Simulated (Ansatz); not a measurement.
A relaxed structure of TiO2. Space group I4₁/amd (No. 141), anatase type. Level of theory: PBEsol (plane waves to 420 eV, PAW, scalar-relativistic; Ansatz, a program for electronic structure).

```cif
data_O8Ti4
_chemical_formula_sum 'O8 Ti4'
_space_group_name_H-M_alt 'I41/amd :1'
_space_group_IT_number 141
_space_group_name_Hall 'I 4bw 2bw -1bw'
_cell_length_a 3.76962
_cell_length_b 3.76962
_cell_length_c 9.55284
_cell_angle_alpha 90.000
_cell_angle_beta 90.000
_cell_angle_gamma 90.000
loop_
_atom_site_label
_atom_site_type_symbol
_atom_site_symmetry_multiplicity
_atom_site_Wyckoff_symbol
_atom_site_fract_x
_atom_site_fract_y
_atom_site_fract_z
_atom_site_occupancy
O1 O 8 e 0.00000 0.00000 0.29249 1
Ti1 Ti 4 b 0.00000 0.00000 0.50000 1
```
(The calculation used a cell of 6 atoms; values per cell refer to that cell.)

Volume per atom: 11.31 Å³
Band gap: 2.11 eV, indirect (valence top at 87 % of the way from Γ to X, conduction bottom at Γ) (no spin-orbit coupling)
Smallest direct gap: 2.44 eV at 50 % of the way from Γ to M
Shortest distances: O–Ti 1.93 Å; O–O 2.46 Å; Ti–Ti 3.04 Å
k-mesh: 12×12×12

Band energies at high-symmetry points (eV from the VBM; labels of this space group; no spin-orbit coupling), from −5 eV up to 3.8 eV:

| point | energies |
|---|---|
| Γ | -4.01 -3.88 -3.88 -3.50 -2.11 -2.11 -2.03 -0.78 -0.78 -0.78 -0.48 -0.48 2.11 2.86 |
| X | -4.51 -4.51 -4.26 -4.26 -3.85 -3.85 -2.68 -2.68 -2.10 -2.10 -0.05 -0.05 3.35 3.35 |
| P | -4.39 -4.39 -4.31 -4.31 -3.89 -3.89 -3.01 -3.01 -1.62 -1.62 -0.26 -0.26 3.60 3.60 3.62 3.62 |
| N | -4.52 -4.29 -3.75 -3.73 -3.48 -2.24 -2.08 -2.01 -1.99 -0.97 -0.83 -0.65 3.27 3.59 3.60 3.69 |
| M | -3.79 -3.79 -3.75 -3.75 -2.09 -2.09 -1.37 -1.37 -1.27 -1.27 -0.11 -0.11 2.47 2.47 |
| S | -4.74 -3.83 -3.80 -3.74 -3.02 -2.98 -2.28 -1.92 -1.21 -0.95 -0.92 -0.81 3.25 3.52 3.61 3.64 |
| S0 | -4.74 -3.83 -3.80 -3.74 -3.02 -2.98 -2.28 -1.92 -1.21 -0.95 -0.92 -0.81 3.25 3.52 3.61 3.64 |
| R | -4.67 -4.67 -4.01 -4.01 -3.67 -3.67 -2.80 -2.80 -1.93 -1.93 -0.09 -0.09 3.32 3.32 |

No spin polarisation in the result.

Measured for TiO2: gap 3.42 eV (0 K or low temperature; as listed in Wei Kang, Mark S. Hybertsen, Physical Review B (2010)). Computed minus measured — gap: PBEsol -1.31 eV. The computed values are for a static lattice, and a measured gap can be an optical one, lowered by exciton binding.

The run could not lose the symmetry of its start.
